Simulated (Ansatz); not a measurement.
Input for Ansatz (plane-wave DFT, PAW):

```yaml
crystal:
  lattice:
    - [3.972242738, 0.0, 0.0]
    - [0.0, 3.972242738, 0.0]
    - [0.0, 0.0, 4.1127570238]
  atoms:
    - { symbol: Ba, position: [0.0, 0.0, -0.0044104999] }
    - { symbol: Ti, position: [0.5, 0.5, 0.4774906555] }
    - { symbol: O, position: [0.5, 0.5, 0.0346021843] }
    - { symbol: O, position: [0.5, 0.0, 0.51765883] }
    - { symbol: O, position: [0.0, 0.5, 0.51765883] }
basis:
  ecutwfc: 500
kpoints:
  mp_grid: { grid: [8, 8, 8] }
  band_path:
    path:
      - [[0.0, 0.0, 0.0], [0.0, 0.5, 0.0], [0.5, 0.5, 0.0], [0.0, 0.0, 0.0], [0.0, 0.0, 0.5], [0.0, 0.5, 0.5], [0.5, 0.5, 0.5], [0.0, 0.0, 0.5]]
      - [[0.0, 0.5, 0.0], [0.0, 0.5, 0.5]]
      - [[0.5, 0.5, 0.0], [0.5, 0.5, 0.5]]
    npoints: 14
hamiltonian:
  xc: r2scan
scf:
  occupations: { method: gaussian, width: 0.02 }
  n_extra_bands: 12
output:
  forces: true
  stress: true
  eigenvalues: true
  populations: true
  dos: { projected: true, de: 0.02, nscf_kmesh: { grid: [12, 12, 12] } }
  bader: true
  write_density: true
  write_potential: true
  elf: true
  volumetric_format: npy
```

Run as
```bash
ansatz run input.yaml --threads 1 --pin off --max-ram 2560MiB --backend cpu --events-out ev --progress --plain --runs-dir out
```

Method: DFT r2SCAN, scalar-relativistic, plane waves, PAW in Ansatz 0.2.0.

Part of what the program printed, abridged:

```
scf.n_extra_bands = 12 over 20 filled bands (N_el = 40.0): the run solves 32 bands
Pseudopotentials: kind: paw
Pseudopotential: Ba, paw, valence charge 10, recommended cutoff 500 eV (meta_gga)
Pseudopotential: Ti, paw, valence charge 12, recommended cutoff 500 eV (meta_gga)
Pseudopotential: O, paw, valence charge 6, recommended cutoff 500 eV (meta_gga)
Functional definition: r2SCAN
Crystal: 5 atoms, lattice volume = 64.894 Å³
Basis set: ecut = 500 eV, 1655 PW (Γ), exchange–correlation on 120×120×120 points (64 copies of the dense FFT grid, shifted against one another)
Bands: 32, of which v1, the nominal top of the filled ones, is band 20 counted from 1 (19 counted from 0)
Symmetry: 8 space group operations
Space group: P4mm (ITA 99), of the structure as read, at distance tolerance 4.0e-5 Å
k-points: 75 of 512 (time reversal used)
Initial density: superposition of atomic densities (neutral atoms: chi_scale 0, normalization atom), corrected by the library's trained network
Initial wavefunctions: pseudopotential atomic-orbital guess
Functional: x = r2scan, c = r2scan; τ floored in thin density (d = 2e-4 eV/Å³)
SCF iter   1: F=—  HF=-10183.729653 eV  |F-HF|=—  |Δ(HF+E_count)|=         —  Δρ=2.12e-2  dr2=3.66e-1  dr2_τ=2.46e-1  ethr=1.77e-3  ⟨swp⟩=6.7  Hψ=12736  notcnv=0  defer=58
SCF iter   2: F=—  HF=-10183.839705 eV  |F-HF|=—  |Δ(HF+E_count)|=   1.10e-1  Δρ=1.28e-2  dr2=7.38e-2  dr2_τ=2.36e-2  ethr=9.14e-4  ⟨swp⟩=3.3  Hψ=4891  notcnv=0  defer=504
SCF iter   3: F=—  HF=-10183.828298 eV  |F-HF|=—  |Δ(HF+E_count)|=   1.14e-2  Δρ=3.63e-3  dr2=5.56e-3  dr2_τ=4.33e-4  ethr=1.84e-4  ⟨swp⟩=2.2  Hψ=2974  notcnv=0  defer=504
SCF iter   4: F=—  HF=-10183.827597 eV  |F-HF|=—  |Δ(HF+E_count)|=   7.02e-4  Δρ=1.44e-3  dr2=1.07e-3  dr2_τ=1.39e-4  ethr=1.39e-5  ⟨swp⟩=2.2  Hψ=3518  notcnv=0  defer=504
SCF iter   5: F=—  HF=-10183.827457 eV  |F-HF|=—  |Δ(HF+E_count)|=   1.40e-4  Δρ=3.72e-4  dr2=7.37e-5  dr2_τ=7.61e-6  ethr=2.68e-6  ⟨swp⟩=2.1  Hψ=2687  notcnv=0  defer=504
SCF iter   6: F=—  HF=-10183.827446 eV  |F-HF|=—  |Δ(HF+E_count)|=   1.07e-5  Δρ=1.13e-4  dr2=6.36e-6  dr2_τ=1.28e-6  ethr=1.84e-7  ⟨swp⟩=2.0  Hψ=2997  notcnv=0  defer=504
SCF iter   7: F=—  HF=-10183.827447 eV  |F-HF|=—  |Δ(HF+E_count)|=   1.17e-6  Δρ=4.16e-5  dr2=1.18e-6  dr2_τ=6.04e-8  ethr=1.59e-8  ⟨swp⟩=2.4  Hψ=2886  notcnv=0  defer=504
SCF iter   8: F=-10183.827447 eV  HF=-10183.827447 eV  |F-HF|=7.54e-8  |Δ(HF+E_count)|=   5.08e-8  Δρ=1.12e-5  dr2=9.38e-8  dr2_τ=6.48e-9  ethr=2.50e-10  ⟨swp⟩=13.4  Hψ=20364  notcnv=0
SCF 1 converged in 8 iterations: F = -10183.827447 eV  dr2 = 9.38e-8
SCF converged after 8 iterations
Free energy (F): -10183.827447 eV
Harris-Foulkes:  -10183.827447 eV  (|F-HF|=7.54e-8)
Internal energy: -10183.827447 eV  (E = F + TS)
E sigma→0 (E₀):  -10183.827447 eV
Fermi energy:    11.104742 eV
--- Per-component energies (eV) ---
  E_band       = -179.982267
  E_kinetic    = 974.108461
  E_local      = -2131.125008  (includes V_loc(G=0)·N_el)
  E_nonlocal   = 199.711113
  E_hartree    = 833.016232
  E_xc         = -475.299424
  E_vxc        = -604.303455  (∫ρ·V_xc dr)
  E_paw        = -6785.200708  (= ΣΔE_a)
  E_vpaw       = -321.239053  (= ΣTr[D̂ρ^β])
  E_aug_tail   = 0.003137  (compensation charges beyond the density's cutoff)
  E_vtau       = 36.832878  (kinetic-family band-sum trace: ∫τ·v_τ [+ j·A + Jᵃ·Aᵃ] dr)
  E_ewald      = -2798.762386
  E_core_change = -0.278864  (= ΣΔE_core)
  E_smearing   =  0.000000  (= −TS)
--- Forces (eV/Å), atoms counted from 1 ---
  atom   1  Ba     0.00000000     0.00000000    -0.00005277
  atom   2  Ti     0.00000000     0.00000000    -0.00096480
  atom   3  O      0.00000000     0.00000000     0.00094917
  atom   4  O      0.00000000     0.00000000    -0.00002690
  atom   5  O      0.00000000     0.00000000    -0.00002690
--- Stress (GPa, compression-positive) ---
       -0.002378       0.000000       0.000000
        0.000000      -0.002378       0.000000
        0.000000       0.000000      -0.002622
  P = ⅓ Tr σ = -0.0025 GPa (-0.025 kbar)
--- Band table (eV; the first three rows and the last of 75) ---
  k-point 0: bands = ["-48.7960", "-24.0571", "-23.9366", "-23.9366", "-15.5523", "-7.9683", "-7.4086", "-7.2818", "-0.3578", "-0.3011", "-0.3011", "7.4526", "7.5515", "7.5515", "8.3706", "8.3706", "8.6557", "9.2963", "9.5173", "9.5173", "12.2190", "12.7021", "12.7021", "14.4369", "14.6225", "15.2888", "15.7115", "18.0264", "19.0118", "19.0118", "19.1433", "21.7776"]
  k-point 1: bands = ["-48.7959", "-24.0632", "-23.9363", "-23.9363", "-15.5371", "-7.9726", "-7.4070", "-7.2784", "-0.2906", "-0.2824", "-0.2824", "7.1997", "7.5068", "7.5068", "8.2612", "8.2612", "8.5480", "9.0456", "9.4815", "9.4815", "12.2340", "12.8874", "12.8874", "14.4347", "14.9685", "15.5476", "15.9682", "18.3803", "19.0983", "19.1741", "19.1741", "21.7784"]
  k-point 2: bands = ["-48.7957", "-24.0778", "-23.9358", "-23.9358", "-15.5001", "-8.0233", "-7.3568", "-7.2700", "-0.2363", "-0.2363", "-0.1288", "6.6156", "7.3737", "7.3737", "8.0573", "8.0573", "8.3088", "8.5515", "9.3908", "9.3908", "12.2709", "13.3159", "13.3159", "14.4326", "15.6682", "16.1846", "16.6499", "18.9897", "19.3531", "19.5693", "19.5693", "21.6257"]
  k-point 74: bands = ["-48.7933", "-24.0918", "-23.9929", "-23.9929", "-15.2814", "-7.2948", "-7.0368", "-7.0368", "-1.0608", "-1.0608", "-0.8992", "5.4180", "6.0246", "6.0637", "7.3723", "7.4474", "7.4474", "9.6441", "9.6441", "9.9905", "14.4968", "14.4968", "14.5742", "16.9006", "17.2754", "17.2754", "18.1443", "18.3711", "20.5219", "20.9058", "21.3375", "21.3375"]
--- Löwdin populations: 5 sites ---
  site symbol q [e]
     0     Ba      8.2176
     1     Ti     10.7068
     2      O      6.8870
     3      O      6.9245
     4      O      6.9245
  spilling = 0.008492 (of n_electrons = 40.000000)
--- Bader charges: 5 sites ---
  site symbol charge [e]  shift [e]
     0     Ba      1.5783     0.0000
     1     Ti      2.2962     0.0038
     2      O     -1.2641     0.0021
     3      O     -1.3052     0.0008
     4      O     -1.3052     0.0008
  estimated error of the sums over rays = 5.5e-4 e
```

The run converged.

The run took 5.6 min on 1 thread of AMD EPYC (Zen 3) (shared host), peak memory 0.67 GiB.

Spin-orbit coupling is left out, which matters for the bands of heavy elements.